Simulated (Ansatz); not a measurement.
Cs₂YAgCl₆:
```xyz
10
Lattice="0.0000 5.2865 5.2865 5.2865 0.0000 5.2865 5.2865 5.2865 0.0000" Properties=species:S:1:pos:R:3 pbc="T T T"
Cs     7.9298     7.9298     7.9298
Cs     2.6433     2.6433     2.6433
Y      5.2865     5.2865     5.2865
Ag     0.0000     0.0000     0.0000
Cl     2.6799     5.2865     5.2865
Cl     7.8931     5.2865     5.2865
Cl     5.2865     2.6799     5.2865
Cl     5.2865     7.8931     5.2865
Cl     5.2865     5.2865     2.6799
Cl     5.2865     5.2865     7.8931
```

Relaxed with PBEsol. Special points in fractions of this cell's reciprocal vectors: Γ (0.000, 0.000, 0.000); X (0.500, 0.000, 0.500); U (0.625, 0.250, 0.625); K (0.375, 0.375, 0.750); L (0.500, 0.500, 0.500); W (0.500, 0.250, 0.750).

Problem. List the band energies nearest the valence-band maximum at these points for PBEsol with spin–orbit coupling (plane waves, PAW; program Ansatz).

Solution. In eV from the valence-band maximum; about four levels below and three above (degenerate sets whole), none deeper than 8.9 eV; points with the same levels are listed once.

```csv
k,below,above
Γ,-0.50 -0.50 -0.50 -0.50,3.66 3.66 3.95 3.95 3.95 3.95
X,-0.59 -0.59 -0.50 -0.50,3.76 3.76 4.07 4.07
U,-0.48 -0.48 -0.24 -0.24,4.02 4.02 4.14 4.14
L,-0.02 -0.02 0.00 0.00,4.00 4.00 4.10 4.10
W,-0.57 -0.57 -0.19 -0.19,4.11 4.11 4.17 4.17
```

Space group Fm-3m. The workflow started from a Materials Project entry (that database holds measured and hypothetical structures alike); the Crystallography Open Database copy checked does not list it. Whether it is the stable phase at ambient conditions was not checked. The PBEsol relaxation kept the symmetry of its start; its stability against distortions is not shown here. The run is not spin-polarised.

Potentials: the later of the program's two PAW sets.
